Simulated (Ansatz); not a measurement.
# YNb6Sn6: gradients before and after relaxing the atoms

Start: a refined structure from the COD, taken as it stands.

```
CELL_PARAMETERS angstrom
5.74980 0.00000 0.00000
-2.87490 4.97947 0.00000
0.00000 0.00000 9.50030
ATOMIC_POSITIONS crystal
Y 0.00000 0.00000 0.50000
Nb 0.50000 0.00000 0.25074
Nb 0.50000 0.50000 0.25074
Nb 0.00000 0.50000 0.25074
Nb 0.00000 0.50000 0.74926
Nb 0.50000 0.50000 0.74926
Nb 0.50000 0.00000 0.74926
Sn 0.00000 0.00000 0.17046
Sn 0.00000 0.00000 0.82954
Sn 0.66667 0.33333 0.00000
Sn 0.33333 0.66667 0.00000
Sn 0.66667 0.33333 0.50000
Sn 0.33333 0.66667 0.50000
```

Atom numbers follow the list; atoms alike are taken as one site, whose name carries the number of the first.

Computed with Ansatz: DFT, PBE, plane waves and PAW, scalar-relativistic, 420 eV cutoff, Γ-centred 7×7×4 k-points, Fermi–Dirac smearing 0.05 eV.

The largest force at the start is 0.033 eV/Å. Relaxing the ions at fixed cell moves them by 0.007 Å at most (atom 8, Sn) and 0.003 Å rms.

| site | atom | moved (Å) | first shell before | first shell after | V_zz before (10²¹ V/m²) | η before |
| --- | --- | --- | --- | --- | --- | --- |
| Y | 1 | 0.000 | 8 Sn at 3.13–3.32 Å, 12 Nb at 3.72 Å | 8 Sn at 3.14–3.32 Å, 12 Nb at 3.72 Å | -2.71 | 0.00 |
| Nb | 2 | 0.001 | 4 Nb at 2.87 Å, 6 Sn at 2.89–2.97 Å | 4 Nb at 2.87 Å, 6 Sn at 2.89–2.98 Å | -11.27 | 0.85 |
| Sn8 | 8 | 0.007 | 6 Nb at 2.97 Å, 1 Y at 3.13 Å, 7 Sn at 3.24–3.69 Å | 6 Nb at 2.98 Å, 1 Y at 3.14 Å, 7 Sn at 3.22–3.69 Å | 16.98 | 0.00 |
| Sn10 | 10 | 0.000 | 6 Nb at 2.90 Å | 6 Nb at 2.90 Å | -26.0 | 0.00 |
| Sn12 | 12 | 0.000 | 6 Nb at 2.89 Å, 3 Y at 3.32 Å, 3 Sn at 3.32 Å | 6 Nb at 2.89 Å, 3 Y at 3.32 Å, 3 Sn at 3.32 Å | -20.7 | 0.00 |

Problem. How do the gradients change?

Solution. 

| site | atom | V_zz after | η after | change of V_zz |
| --- | --- | --- | --- | --- |
| Y | 1 | -2.66 | 0.00 | +0.05 |
| Nb | 2 | -11.26 | 0.85 | +0.01 |
| Sn8 | 8 | 16.65 | 0.00 | -0.33 |
| Sn10 | 10 | -26.0 | 0.00 | +0.01 |
| Sn12 | 12 | -20.7 | 0.00 | -0.02 |

The largest change of V_zz is on Sn8, from 16.98 to 16.65. In per cent, |V_zz| changes by -2 on Y, 0 on Nb, -2 to 0 on Sn (all sites that start above 2).

At this cell the principal stresses reach 5 GPa in size with PBE, which can matter for small gradients. The run finds no gap above 0.1 eV (a metal, or nearly one), so the gradients can move by 10 % or more with the k-mesh. Without spin–orbit coupling (the program notes it for Nb, Sn and Y) the gradients can shift somewhat, as the gap is small.
